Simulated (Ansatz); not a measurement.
ZrH: electron density at the nuclei under pressure

```
Zr H
1.0
     3.24279    0.00000    0.00000
     0.00000    3.24279    0.00000
     0.00000    0.00000    4.94800
Zr H
2 2
Direct
  0.00000 0.50000 0.00000
  0.50000 0.00000 0.50000
  0.00000 0.00000 0.75000
  0.00000 0.00000 0.25000
```

Atoms are numbered in the order listed.

The geometry is COD entry 1540981, unchecked; take it as a test cell.

The calculation used DFT, PBEsol, all-electron PAW with datasets made for the crystal, scalar-relativistic in Ansatz 0.2.0.

The runs use a Γ-centred 9×9×6 k mesh, Fermi–Dirac smearing of 0.02 eV, cutoff 280 eV (chosen by the program for this cell), no spin polarisation.

The contact density is the mean electron density over the nuclear volume; its changes follow the s electrons' response to bonding and compression. Changes below are taken from the unscaled cell, where it is 489777 e/Å³ at Zr1, 2.95613 e/Å³ at H3.

Volumes at which the program chose other datasets or cutoffs are left out.

```tsv
V/V(cell)	P (GPa)	Δρ(0) Zr1 (e/Å³)	Δρ(0) H3 (e/Å³)
0.9400	5.3	?	?
0.9800	-0.2	0.53	0.03
1.0000	-2.6	0.00	0.00
1.0100	-3.7	?	-0.01
```

Q: Give the missing entry: row "1.0100", column "Δρ(0) Zr1 (e/Å³)".

A: -0.26.

Q: Fill in "Δρ(0) H3 (e/Å³)" for the row "0.9400".

A: 0.09.

Q: Give the missing entry: row "0.9400", column "Δρ(0) Zr1 (e/Å³)".

A: 1.64.

The datasets are made afresh for each cell, so very small changes are uncertain.
